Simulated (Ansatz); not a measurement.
MoW:
```yaml
crystal:
  lattice:
    - [0.00000, 2.60578, 2.60578]
    - [2.60578, 0.00000, 2.60578]
    - [2.60578, 2.60578, 0.00000]
  atoms:
    - { symbol: Mo, position: [0.00000, 0.00000, 0.00000] }
    - { symbol: W, position: [0.50000, 0.50000, 0.50000] }
```

Relaxed with r²SCAN. Special points in fractions of this cell's reciprocal vectors: Γ (0.000, 0.000, 0.000); X (0.500, 0.000, 0.500); U (0.625, 0.250, 0.625); K (0.375, 0.375, 0.750); L (0.500, 0.500, 0.500); W (0.500, 0.250, 0.750).

Q: List the band energies nearest the Fermi level at these points for DFT-r²SCAN in the program Ansatz with PAW potentials.

A: In eV from the Fermi level; about four levels below and three above (degenerate sets whole), none deeper than 8.9 eV; points with the same levels are listed once.

```
k                          below                above
-  -----------------------------  -------------------
Γ  -4.67 -4.67 -4.00 -4.00 -4.00       4.59 4.59 4.59
X        -4.63 -3.67 -2.70 -0.46  0.85 0.85 1.76 1.76
U        -2.87 -2.71 -2.46 -0.12       1.84 2.06 2.32
L        -1.36 -1.36 -1.11 -1.11  0.44 0.44 0.87 0.87
W        -3.85 -3.21 -0.60 -0.55  1.03 1.56 3.06 3.06
```

Space group Fm-3m (rock salt). The start of the workflow was typed in or built on a structure type; neither database checked (COD, Materials Project) lists it. Whether it is the stable phase at ambient conditions was not checked. Symmetry was held in the r²SCAN relaxation. At this level the phase is mechanically unstable. The run is not spin-polarised. Its formation energy is positive at this level, so the cell may be metastable or incomplete. Spin–orbit coupling is left out wherever it is not named.

Potentials: the later of the program's two PAW sets.
